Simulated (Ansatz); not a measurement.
Sr3SnO:
```cif
data_OSnSr3
_chemical_formula_sum 'Sr3 O1 Sn1'
_space_group_name_H-M_alt 'Pm-3m'
_space_group_IT_number 221
_space_group_name_Hall '-P 4 2 3'
_cell_length_a 5.09184
_cell_length_b 5.09184
_cell_length_c 5.09184
_cell_angle_alpha 90.000
_cell_angle_beta 90.000
_cell_angle_gamma 90.000
loop_
_atom_site_label
_atom_site_type_symbol
_atom_site_symmetry_multiplicity
_atom_site_Wyckoff_symbol
_atom_site_fract_x
_atom_site_fract_y
_atom_site_fract_z
_atom_site_occupancy
Sr1 Sr 3 c 0.00000 0.50000 0.50000 1
O1 O 1 b 0.50000 0.50000 0.50000 1
Sn1 Sn 1 a 0.00000 0.00000 0.00000 1
```

Relaxed with PBEsol.

Problem. Tabulate the valence density and the electron localisation function along the shortest Sr–O contact (2.55 Å), DFT-PBEsol in the program Ansatz with PAW potentials.

Solution. 

```tsv
distance from Sr (Å)	density (e/Å³)	ELF
0.25	2.12	0.20
0.38	2.68	0.54
0.51	2.69	0.78
0.64	2.21	0.85
0.76	1.54	0.86
0.89	0.94	0.78
1.02	0.54	0.53
1.15	0.33	0.19
1.27	0.25	0.10
1.40	0.26	0.15
1.53	0.34	0.38
1.65	0.54	0.64
1.78	0.90	0.79
1.91	1.61	0.82
2.04	2.90	0.81
2.16	4.63	0.72
2.29	6.25	0.53
```

The density is the valence pseudo-density with augmentation charge, so density and ELF within about 1 Å of a nucleus are not all-electron values.

The workflow started from an entry of the Crystallography Open Database (COD). Its standing as an ambient phase is unchecked. The cell was relaxed with PBEsol under the symmetry of its start; its stability against distortions is not shown here. Spin–orbit coupling is left out wherever it is not named.

Potentials: the later of the program's two PAW sets.
